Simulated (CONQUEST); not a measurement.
Input and output of a self-consistent single point for Cd₄TeSe₃ (P1, 8 atoms in the cell; from Materials Project mp-1226768, changed as shown) (CONQUEST).

Level of theory: PBEsol, numerical atomic orbitals double-zeta with polarisation (the shipped basis), PseudoDojo norm-conserving potentials made for PBEsol in CONQUEST.

The change in words: atoms moved at random. Reference geometry (Pmm2):
```xyz
8
Lattice="4.4694 0.0000 0.0000 0.0000 8.9615 0.0000 0.0000 0.0000 6.2681" Properties=species:S:1:pos:R:3 pbc="T T T"
Cd     0.0000     2.1357     0.0516
Cd     0.0000     6.8258     0.0516
Cd     2.2347     0.0000     3.1620
Cd     2.2347     4.4807     2.9957
Te     0.0000     4.4807     4.7193
Se     2.2347     2.1792     1.5676
Se     2.2347     6.7822     1.5676
Se     0.0000     0.0000     4.6891
```

Reference input (self-consistent single point, DFT, PBEsol, numerical atomic orbitals double-zeta with polarisation (the shipped basis), PseudoDojo norm-conserving potentials made for PBEsol): basis = DZP; Diag.MPMeshX, Y, Z = 4 2 2; potentials = PseudoDojo norm-conserving PBEsol; Grid.GridCutoff = 140 Ha; DM.SolutionMethod = diagon; Diag.kT = 0.000367 Ha; Diag.GammaCentred = true; minE.SCTolerance = 1.0e-07; SC.MaxIters = 100; SC.LinearMixingFactor = 0.3; AtomMove.TypeOfRun = static. This run's input differs from it in these lines:

```diff
@@ -34,10 +34,10 @@
 8
-    0.000000000     0.238320000     0.008230000  1 T T T
-    0.000000000     0.761680000     0.008230000  1 T T T
-    0.500000000     0.000000000     0.504460000  1 T T T
-    0.500000000     0.500000000     0.477920000  1 T T T
-    0.000000000     0.500000000     0.752900000  2 T T T
-    0.500000000     0.243180000     0.250090000  3 T T T
-    0.500000000     0.756820000     0.250090000  3 T T T
-    0.000000000     0.000000000     0.748090000  3 T T T
+    0.987019000     0.233387000     0.011870000  1 T T T
+    0.994317000     0.764521000     0.995296000  1 T T T
+    0.517098000     0.995224000     0.498344000  1 T T T
+    0.496958000     0.508230000     0.484114000  1 T T T
+    0.018374000     0.493404000     0.756986000  2 T T T
+    0.478240000     0.242045000     0.254413000  3 T T T
+    0.500058000     0.758121000     0.249597000  3 T T T
+    0.007936000     0.005070000     0.749390000  3 T T T
```

Output, abridged:

```
    PulayMixSC: Starting Pulay mixing, A_up =  0.300 A_dn =  0.300
    PulayMixSC: Spin non-polarised calculation.
          Harris-Foulkes Energy            :    -31808.605528903390223 eV
    PulayMixSC: Pulay iteration     1 residual:              0.85890E-03
          Harris-Foulkes Energy            :    -31807.327943856282218 eV
    PulayMixSC: Pulay iteration     2 residual:              0.41183E-03
          Harris-Foulkes Energy            :    -31807.156430600258318 eV
    PulayMixSC: Pulay iteration     3 residual:              0.23173E-03
          Harris-Foulkes Energy            :    -31807.130090763992484 eV
   [... lines left out ...]
          Harris-Foulkes Energy            :    -31807.129422402558703 eV
    PulayMixSC: Pulay iteration     7 residual:              0.23207E-05
          Harris-Foulkes Energy            :    -31807.129420088873303 eV
    PulayMixSC: Pulay iteration     8 residual:              0.59509E-06
          Harris-Foulkes Energy            :    -31807.129419700686412 eV
    PulayMixSC: Pulay iteration     9 residual:              0.16297E-06
          Harris-Foulkes Energy            :    -31807.129419669076015 eV
    PulayMixSC: Pulay iteration    10 residual:              0.92636E-07
    PulayMixSC: Reached SCF tolerance of  0.92636E-07 after     10 iterations
      | Number of electrons      =       144.000121
      |* Harris-Foulkes energy   =    -31807.129419669076015 eV
      |* DFT total energy        =    -31807.129419657474500 eV

    force: Forces on atoms (eV/a0)
    force:  Atom   X              Y              Z
    force:     1  -0.1135449796   0.0357905438   0.1512573811
    force:     2   0.0378816162  -0.0557672458   0.1033512735
    force:     3  -0.0431232465   0.1283671485   0.1140062945
    force:     4   0.2494246534  -0.1181248406  -0.1349127925
    force:     5  -0.2916382482   0.1390370020   0.0249902470
    force:     6   0.1727176540   0.1005957256   0.0238966676
    force:     7  -0.0201444430  -0.0822520936  -0.1379514512
    force:     8   0.0296631032  -0.1399106468  -0.1469628189

   [... lines left out ...]
    force: Maximum force :        0.29163825(eV/a0) on atom         5 in x direction
   [... lines left out ...]
    force: Force Residual:        0.22129360 eV/a0
    force: Total stress:          2.13870740    -0.04883738     0.27489126 GPa
                            -0.04883738     1.60755313     0.00372674
                             0.27489126     0.00372674     1.80661474
    force: Average pressure:     -1.85095843 GPa

    get_E_and_F: Change in energy during last step of electronic optimisation:  0.11617E-08
```

The run converged in 10 iterations. CONQUEST prints the stress tensor with tension positive. Against the reference run the free energy rises by 11.1 meV/atom, the pressure goes from -1.97 to -1.85 GPa, the largest force goes from under 0.1 to 0.61 eV/Å and the gap on the mesh goes from 0.386 to 0.407 eV.

Spin-orbit coupling is left out, which matters for bands and gaps with elements this heavy. The program uses no crystal symmetry, so grid and mesh can part values that symmetry would make equal. The atom-centred basis is finite, which shifts total energies, pressures, gaps and forces against plane waves. The structure comes from a collection of computed structures, made at another level of theory; the collection holds predicted forms beside known ones.

Cost on one core: about 40 core-seconds (a rough figure).
